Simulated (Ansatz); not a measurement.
Fe (I4/mmm): stretched by 7 % along z at fixed volume; spin–orbit coupling in one pass over the collinear state, moments along [001]

Computed with DFT, LDA, all-electron LAPW, Dirac equation with spin-orbit coupling in Ansatz 0.2.0.

Command: `ansatz run input.yaml --threads 3 --pin off --max-ram 6144MiB --backend cpu --events-out ev --progress --plain --runs-dir out`

The folder start holds the state saved by an earlier run of the same cell (collinear, scalar-relativistic); this run solves the spinor bands once in its potential and doesn't iterate.

```yaml
crystal:
  lattice:
    - [-1.3950007536, 1.3950007536, 1.54401]
    - [1.3950007536, -1.3950007536, 1.54401]
    - [1.3950007536, 1.3950007536, -1.54401]
  atoms:
    - { symbol: Fe, position: [0.0, 0.0, 0.0], spin: 2.3, spin_axis: [0.0, 0.0, 1.0] }
magnetization:
  noncollinear: true
  spin_orbit: true
kpoints:
  mp_grid: { grid: [11, 11, 11] }
scf:
  occupations: { method: fermi_dirac, width: 0.05 }
  lower_state_search: "off"
hamiltonian:
  xc: lda
  pseudopotentials: { kind: all_electron, lapw: { basis_error: 0.00025 } }
output:
  eigenvalues: false
  hubbard: { sites: [{ species: Fe, l: d }] }
checkpoint:
  read: start
  post_process_only: true
```

Output:

```
Warning: checkpoint.read: spin treatment differs: saved collinear, current noncollinear; the saved charge density seeds this run and the saved magnetisation is carried along the axis that this deck's starting moments share; the saved density holds an absolute magnetisation of 2.4e0 μB; saved orbitals and DFT+U occupations are not carried
Warning: checkpoint.read: magnetization.spin_orbit differs: this deck has the coupling, and the saved state was converged under scalar relativity for Fe (and on the j-weighted average for any other species). The pass solves this deck's Hamiltonian once at the saved density, which is not self-consistent under the coupling. Its levels lack that density's response to the spin–orbit term and to the ch …
settings of this run that can trade accuracy for cost: output.eigenvalues: false. Do not mix this run's numbers with those of runs without the same settings; the input reference describes each key
Fe: projections on atomic orbitals take those of the free atom 1s2 2s2 2p6 3s2 3p6 3d6 4s2, of charge +0.00 (hamiltonian.pseudopotentials.projection_atoms)
LAPW: plane waves up to 9.558 Å⁻¹, error target 2.5e-4 eV per atom; Dirac's equation on spinors; Fe in spheres of 1.253 Å, 16 of its electrons in bands (how accurate: hamiltonian.pseudopotentials.lapw.basis_error, Limitations)
Engine: ansatz 0.2.0
Pseudopotentials: kind: all_electron
Pseudopotential: Fe, LAPW, valence charge 16, lapw/all_electron/dirac/gaussian/Fe, Dirac's equation, gaussian nucleus
Functional definition: SPW92
  exchange = slater_x
  correlation = pw_c
Crystal: 1 atoms, lattice volume = 12.019 Å³
Basis set: ecut = 348.0760503659047 eV, 185 PW (Γ), exchange–correlation at level 2
Bands: 24, of which v1, the nominal top of the filled ones, is band 16 counted from 1 (15 counted from 0)
Symmetry: 8 space group operations + 8 with time reversal
Magnetic group: BNS 139.537 (UNI 1197), of the structure as read, at distance tolerance 2.3e-5 Å
k-points: 126 of 1331 (time reversal used)
Non-local potential: Fe, projectors of the file, none
Initial density: read from a saved state, or passed on in memory by an earlier SCF of this step, an earlier step, the calling program or the single point that the run made first
Starting moments: Σ|m| = 2.3 μB on 1 of 1 site; this step starts from the density that it was given
Initial wavefunctions: plane waves of lowest kinetic energy (no species holds an atomic orbital)
Functional: x = slater, c = lda
NSCF: frozen V_eff on 126 k-points
the basis was enlarged: its passes take 5.6 MiB over the memory plan, 3 of 3 planned eigensolver slots
SCF 1: post-processed at a frozen density that is not taken as self-consistent under this run
post-processed at a frozen density that is not taken as self-consistent under this run (a non-self-consistent diagonalisation pass)
Frozen density: not held to its close: it was read across a difference from the run that saved it, as the warnings at the start of the run say
Magnetization: |M| = 2.2824 μB,  M = (+0.0000, +0.0000, +2.2824) μB
Absolute magnetization: 2.3442 μB (∫|m|)
  site 0: m = (+0.0000, +0.0000, +2.3123) μB, |m| = 2.3123 μB  (R = 1.25 Å)
Free energy (F): -34574.196970 eV
Harris-Foulkes:  -34574.196972 eV  (|F-HF|=1.11e-6)
Internal energy: -34574.187594 eV  (E = F + TS)
E sigma→0 (E₀):  -34574.192282 eV
Entropy (-TS):   -0.009377 eV (-9.377 meV/atom)
Fermi energy:    17.023231 eV
--- Per-component energies (eV) ---
  E_band       = -230.308648
  E_kinetic    = 35032.471355
  E_xc         = -1460.289555
  E_electrostatic = -68146.369394  (all electrons and nuclei)
  E_smearing   = -0.009377  (= −TS)
  E_closure    = 0.000000  (closes the sum)
  E_atoms      = -34564.191013  (free atoms, spherical and without spin; not in F)
  Σ components = -34574.196970   (vs F -34574.196970, Δ=0.00e0)
--- Occupation matrices: 1 shell (Löwdin-built; ε = 2.00e-2, provisional) ---
  Fe0 d_3D: site group D4h (4/mmm)
  Fe0 d_3D spinor Tr n = 6.8437  λ = 0.321 0.370 0.482 0.519 0.542 0.889 0.895 0.916 0.946 0.964  [z2 1.00 E1/2g(1.00) | x2-y2 0.98 E3/2g(1.00) | xy 0.98 E3/2g(1.00) | xz 0.50 E3/2g(1.00) | xz 0.50 E1/2g(1.00) | 2× xz 0.50 E1/2g(0.50) | xy 0.98 E3/2g(1.00) | 2× z2 0.50 E1/2g(0.50)]
  Tr n, λ and their labels are of the run-group-symmetrised matrices; stabiliser: 16 of 32 elements of G0×{1,Θ} (closed), max defect 2.8e-15 at τ = 4.2e-3
settings of this run that can trade accuracy for cost: output.eigenvalues: false. Do not mix this run's numbers with those of runs without the same settings; the input reference describes each key
```

occupations.tsv:

```
# site	symbol	l	channel	k	occupation	cluster	real_ylm_label	real_ylm_weight	cubic_label	cubic_weight	pseudocubic_irrep	site_irrep	w_site_irrep	cell_site_irrep	w_cell_site_irrep
# projection_atom_Fe: 1s2 2s2 2p6 3s2 3p6 3d6 4s2
# site_irrep/w_site_irrep = the cluster's dominant irrep under the shell's site group (Mulliken, in the setting of the per-shell frame z, x; double-valued rows on a spinor block under rep=spin_orbital) and its weight, the cluster's purity; - without a site group
# cell_site_irrep/w_cell_site_irrep = the same under the site's group on the run's cell, the crystal's operations that keep its lattice, with its own per-shell comment where it differs; - as there, and where that group is no smaller or either group is refused
# basis = Löwdin-built
# labels = run-group-symmetrised matrices
# epsilon = 0.02 provisional = true under_converged = false
# stabiliser = 16/32 closed max_defect = 2.8387e-15 tolerance = 0.0042426
# site 0 Fe l=2_3D: orbit=0, site group D4h (4/mmm), |G|=16, z=[0.000000, 0.000000, 1.000000], x=[0.000000, 1.000000, 0.000000], rep=spin_orbital
0	Fe	2_3D	spinor	0	0.321124	0	z2	0.9993	z2	0.9993	-	E1/2g	1.0000	-	-
0	Fe	2_3D	spinor	1	0.369591	1	x2-y2	0.9816	x2-y2	0.9816	-	E3/2g	1.0000	-	-
0	Fe	2_3D	spinor	2	0.481783	2	xy	0.9815	xy	0.9815	-	E3/2g	1.0000	-	-
0	Fe	2_3D	spinor	3	0.519253	3	xz	0.4997	xz	0.4997	-	E3/2g	1.0000	-	-
0	Fe	2_3D	spinor	4	0.541974	4	xz	0.4997	xz	0.4997	-	E1/2g	1.0000	-	-
0	Fe	2_3D	spinor	5	0.889040	5	xz	0.4996	xz	0.4996	-	E1/2g	0.5000	-	-
0	Fe	2_3D	spinor	6	0.895433	5	xz	0.4996	xz	0.4996	-	E1/2g	0.5000	-	-
0	Fe	2_3D	spinor	7	0.915899	6	xy	0.9817	xy	0.9817	-	E3/2g	1.0000	-	-
0	Fe	2_3D	spinor	8	0.945910	7	z2	0.4997	z2	0.4997	-	E1/2g	0.5000	-	-
0	Fe	2_3D	spinor	9	0.963686	7	z2	0.4997	z2	0.4997	-	E1/2g	0.5000	-	-
# Tr n = 6.843694
```

Site moments (μB): Fe (0.00, 0.00, 2.31). Cell moment 2.28 μB.

The Ansatz runs typed with the search for lower states off end where their start leads. The magnetic state is the one that this cell and start allow. It needn't be the compound's measured order, which may need a larger cell or be absent.

It took 9.7 s on 3 threads of Arm Neoverse V2, on a shared host, peak memory 0.5 GiB.
